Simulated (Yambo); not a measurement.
Yambo run on CdO₂H₂ (space group P1, No. 1). The wavefunctions come from this Quantum ESPRESSO step (PBEsol, PseudoDojo standard norm-conserving files, scalar-relativistic):

```
&CONTROL
  calculation = 'nscf'
  pseudo_dir = './pseudo'
  outdir = './out'
/
&SYSTEM
  ibrav = 0
  nat = 10
  ntyp = 3
  ecutwfc = 102.0
  ecutrho = 408.0
  occupations = 'fixed'
  force_symmorphic = .true.
  nbnd = 201
/
&ELECTRONS
  conv_thr = 1e-08
  diago_full_acc = .true.
  diago_thr_init = 1e-08
/
ATOMIC_SPECIES
H 1.0080 H.upf
O 15.9990 O.upf
Cd 112.4140 Cd.upf
CELL_PARAMETERS angstrom
  3.433750000000   0.000000000000   0.000000000000
 -0.120686000000   5.701153000000   0.000000000000
 -1.644555000000  -2.826106000000   5.093773000000
ATOMIC_POSITIONS crystal
H   0.527100000000   0.721460000000   0.012880000000
H   0.358820000000   0.320260000000   0.001750000000
H   0.883250000000   0.375380000000   0.729720000000
H   0.162040000000   0.652670000000   0.282560000000
O   0.528590000000   0.888840000000   0.008020000000
O   0.077310000000   0.311180000000   0.003950000000
O   0.800810000000   0.396030000000   0.571270000000
O   0.237400000000   0.830340000000   0.440710000000
Cd   0.171530000000   0.153170000000   0.314490000000
Cd   0.863950000000   0.842540000000   0.698900000000
K_POINTS automatic
4 2 2 0 0 0
```

Yambo input:

```
rim_cut
gw0
dyson
el_el_corr
HF_and_locXC
ppa
em1d
RandQpts= 1000000
RandGvec= 1 Ry
EXXRLvcs= 102 Ry
VXCRLvcs= 408 Ry
Chimod= "HARTREE"
% BndsRnXp
 9 | 200 |
%
NGsBlkXp= 8 Ry
% LongDrXp
 1.0 | 1.0 | 1.0 |
%
PPAPntXp= 27.2114 eV
% GbndRnge
 1 | 200 |
%
GTermKind= "BG"
DysSolver= "n"
ExtendOut
% QPkrange
 1 | 1 | 34 | 35 |
 2 | 2 | 34 | 35 |
 3 | 3 | 34 | 35 |
 9 | 9 | 34 | 35 |
 10 | 10 | 34 | 35 |
 11 | 11 | 34 | 35 |
 12 | 12 | 34 | 35 |
%
```

k points by index: 1 = Γ, 2 = (0, 0, -0.5), 3 = (0, -0.5, 0), 9 = (-0.5, 0, 0), 10 = (-0.5, 0, -0.5), 11 = (-0.5, -0.5, 0), 12 = (-0.5, -0.5, -0.5).

Table of the .qp output:

```
#    K-point    Band    Eo [eV]    E [eV]    E-Eo [eV]    Vxc [eV]    Vnlxc [eV]    Sc|Eo [eV]    Sc|E [eV]    dSc/dw|Eo [eV]    Re(Z)    Im(Z)
#
    1    34    -0.091066    -1.126114    -1.035049    -21.51635    -27.08836    4.271286    4.536955    -6.983637    0.795769    -0.001195
    1    35    1.647845    2.379162    0.731316    -12.33351    -8.234797    -3.236166    -3.367395    -4.882409    0.847870    -0.881557E-3
    2    34    0.000000    -0.992695    -0.992695    -21.67776    -27.17724    4.250958    4.506792    -7.012009    0.795109    -0.001195
    2    35    4.098497    5.015819    0.917322    -12.86807    -8.410493    -3.367099    -3.540259    -5.136188    0.841218    -0.929392E-3
    3    34    -0.037096    -1.046418    -1.009321    -21.63106    -27.16554    4.265291    4.525152    -7.005040    0.795271    -0.001195
    3    35    4.193238    5.267278    1.074040    -15.06452    -10.61705    -3.156447    -3.373424    -5.496859    0.831942    -0.966960E-3
    9    34    -0.071796    -1.074572    -1.002776    -21.31787    -26.85122    4.270926    4.530576    -7.045037    0.794342    -0.001207
    9    35    6.046804    7.421673    1.374870    -15.63887    -10.33208    -3.644694    -3.931922    -5.684297    0.827200    -0.001375
    10    34    -0.083756    -1.082071    -0.998314    -21.30156    -26.81605    4.257803    4.516180    -7.041823    0.794417    -0.001202
    10    35    6.048609    7.422074    1.373464    -15.62280    -10.32311    -3.640407    -3.926228    -5.662252    0.827755    -0.001344
    11    34    -0.238802    -1.268154    -1.029352    -21.07732    -26.62639    4.252782    4.519715    -7.055661    0.794096    -0.001215
    11    35    6.200738    7.591478    1.390739    -14.48722    -8.910640    -3.918291    -4.185844    -5.234632    0.838665    -0.001011
    12    34    -0.244704    -1.269651    -1.024946    -21.04764    -26.59524    4.255896    4.522655    -7.081349    0.793501    -0.001220
    12    35    6.185553    7.562856    1.377302    -14.38350    -8.800169    -3.943621    -4.206027    -5.184609    0.839960    0.956906E-3
```
(The two width columns are left out.) Convergence of these settings isn't established.

Spin-orbit coupling is not included.

Geometry of the Materials Project entry, not relaxed at this level.

The structure is a Materials Project entry; no match was found in the copy of COD used, and its stability was not checked.
